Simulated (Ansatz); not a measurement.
KMgF3 (cubic perovskite, space group No. 221) at seven volumes, plane-wave PAW PBEsol (Ansatz code), scaled uniformly. One row is withheld.

```json
[
 {"V (Å³/atom)": "11.572", "P (GPa)": "8.45"},
 {"V (Å³/atom)": "11.954", "P (GPa)": "5.15"},
 {"V (Å³/atom)": "12.335", "P (GPa)": "?"},
 {"V (Å³/atom)": "12.717", "P (GPa)": "0.01"},
 {"V (Å³/atom)": "13.098", "P (GPa)": "-1.99"},
 {"V (Å³/atom)": "13.480", "P (GPa)": "-3.69"},
 {"V (Å³/atom)": "13.861", "P (GPa)": "-5.13"}
]
```

Q: Fit the shown pressures and predict the withheld one.

A: P = (3/2)B₀(x^(7/2) − x^(5/2))[1 + (3/4)(B′ − 4)(x − 1)] with x = (V₀/V)^(2/3). Least squares on the six rows gives V₀ = 12.718 Å³/atom, B₀ = 72.3 GPa, B′ = 4.49. At V = 12.335, x = 1.0206 and P = 2.37 GPa. The run itself gave 2.37 GPa.

Space group Pm-3m (cubic perovskite). Symmetry was held in the PBEsol relaxation; of distortions, only those at the zone centre were tested.

Potentials: the later of the program's two PAW sets.
